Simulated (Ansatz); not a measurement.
I (molecular I2 type) was relaxed and computed twice in Ansatz (plane waves, PAW), once with LDA and once with PBEsol.

```
                                                                                             run 1                                                      run 2
--------------------  ----------------------------------------------------------------------------  ---------------------------------------------------------
cell                  a = 7.1511 Å, b = 4.3228 Å, c = 9.5280 Å, α = 90.00°, β = 90.00°, γ = 90.00°  a = 7.506 Å, b = 4.392 Å, c = 9.624 Å, α = β = γ = 90.00°
gap (eV)                                                                                      0.68                                                       0.79
B₀ by P(V) fit (GPa)                                                                          15.2                                                        8.5
K_Hill (GPa)                                                                                  19.4                                                       12.8
G_Hill (GPa)                                                                                  12.6                                                        9.1
Θ_D (K)                                                                                        147                                                        126
```

Task: Which run used which functional?

Result: Run 1 is LDA, run 2 is PBEsol.

Weakly bound layers, chains or molecules computed without a dispersion correction, so cells and soft constants are ill determined: I, molecular I2 type with LDA; I, molecular I2 type with PBEsol. All cells were relaxed under the symmetry of their starts (and spin orders); stability against distortions was not tested throughout. Spin–orbit coupling is left out wherever it is not named.

Potentials: the later of the program's two PAW sets.

Ansatz (an electronic-structure program) is a plane-wave DFT program.
